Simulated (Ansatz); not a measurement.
# Structures of BaCr: which is lowest?

Plane-wave DFT in Ansatz with scalar-relativistic PAW potentials, cutoff 420 eV, Γ-centred meshes chosen by cell and gap, Gaussian smearing with energies taken to zero width. Every cell was relaxed (cell and atoms) in a run of its own, within the symmetry of its start. Functional: PBE.

Relaxed structures (starts from databases or built by putting these elements on another compound's sites):
A. Pm-3m, 2 atoms in the computed cell, a = 4.176 Å; sites (symmetry × multiplicity) Ba m-3m × 1, Cr m-3m × 1; start: built
B. Fm-3m, 2 atoms in the computed cell, a = 6.963 Å; sites (symmetry × multiplicity) Ba m-3m × 4, Cr m-3m × 4; start: built

Task: Rank them by energy. Could pressure change the order?

Result:
| structure | group | E − E(lowest) (meV/atom) | V (Å³/atom) | gap on mesh (eV) |
| --- | --- | --- | --- | --- |
| A | Pm-3m | 0.0 | 36.41 | 0.00 |
| B | Fm-3m | 197 | 42.21 | 0.00 |

A is lowest, 197 meV/atom under B. The lowest is also the densest of these, so pressure wouldn't bring one of the others in at first order. Other structures may lie lower than all of these, and vibrations aren't counted.

Spin-orbit coupling is left out, which matters for the bands of heavy elements. Only parallel moments were tried here. Magnetic cells started from one order each; another order can shift an energy by tens of meV per atom.